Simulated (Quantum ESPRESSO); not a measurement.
# GaHf3O7F: convergence and cost over cutoff and k mesh

Simulated, not a measurement. The program is pw.x of Quantum ESPRESSO 7.5 (plane-wave density functional theory). The cell is made up: 12 atoms on a fluorite lattice, with randomly drawn elements, strain and displacements, not relaxed. PseudoDojo standard norm-conserving files (v0.5 for PBE, v0.4.1 for LDA and PBEsol) set the functional; there is no spin polarisation, spin-orbit coupling or dispersion term, and the masses in the input are unused placeholders.

The hafnium pseudopotential is less sure than the others, with forces about 3 percent (worst 6) and pressure in oxides about 1.5 GPa (worst 2.7) from a second method in checks, which no rerun with the same files tests.

Input of the run in row 4:

```
&control calculation='scf', pseudo_dir='./dojo.nc.sr.pbe.v0_5.standard.upf', outdir='./o', disk_io='medium', tprnfor=.true., tstress=.true. /
&system ibrav=0, nat=12, ntyp=4, nbnd=55, ecutwfc=84.00895049, nosym=.true., tot_charge=0,
 occupations='smearing', smearing='fd', degauss=0.0018374661
/
&electrons conv_thr=7.350e-09, electron_maxstep=60, /
ATOMIC_SPECIES
F 1.0 F.upf
Ga 1.0 Ga.upf
Hf 1.0 Hf.upf
O 1.0 O.upf
CELL_PARAMETERS angstrom
5.0098 0.0 0.0
0.0 5.0098 0.0
0.0 0.0 5.0098
ATOMIC_POSITIONS angstrom
Ga 0.0119 -0.0248 -0.021
Hf -0.0074 2.48 2.469
Hf 2.5002 0.0302 2.4919
Hf 2.4667 2.502 0.0023
O 1.2449 1.2075 1.1935
O 1.2242 1.245 3.7449
O 1.2654 3.747 1.2526
O 1.2348 3.7947 3.773
O 3.7575 1.257 1.2325
O 3.7601 1.2643 3.72
O 3.7548 3.79 1.2604
F 3.821 3.7725 3.7768
K_POINTS automatic
4 4 4 1 1 1
```

The same cell was run at these settings. Meshes are shifted by half a step, and differences are from the last row, which is itself not exact.

| cutoff (eV) | k mesh | k points solved | threshold (eV) | free energy less the last row's (eV) | pressure (GPa) | largest stress difference (GPa) | largest force difference (eV/Å) | iterations | wall time (s) | k-point pools | processor |
| --- | --- | --- | --- | --- | --- | --- | --- | --- | --- | --- | --- |
| 800 | 2 x 2 x 2 | 4 | 1e-04 | 1.768 | -15.83 | 22.44 | 0.058 | 11 | 36 | 1 | AMD EPYC, Zen 5 class |
| 1143 | 1 x 1 x 1 | 1 | 1e-07 | -5.777 | 1.32 | 5.33 | 0.430 | 13 | 37 | 1 | AMD EPYC, Zen 5 class |
| 599 | 4 x 4 x 4 | 32 | 1e-07 | 31.208 | -170.51 | 177.17 | 0.192 | 14 | 163 | 1 | AMD EPYC, Zen 5 class |
| 1143 | 4 x 4 x 4 | 32 | 1e-07 | 0.000 | 6.57 | 0.03 | 0.004 | 14 | 498 | 1 | AMD EPYC, Zen 5 class |
| 1437 | 6 x 6 x 6 | 108 | 1e-07 | 0.000 | 6.60 | 0.00 | 0.000 | 14 | 2838 | 1 | AMD EPYC, Zen 5 class |

Each pool is one process. Wall times include start-up and a band step at six k points, which weighs most on the coarsest meshes. The runs were on shared virtual cores whose load varied, so times are rough.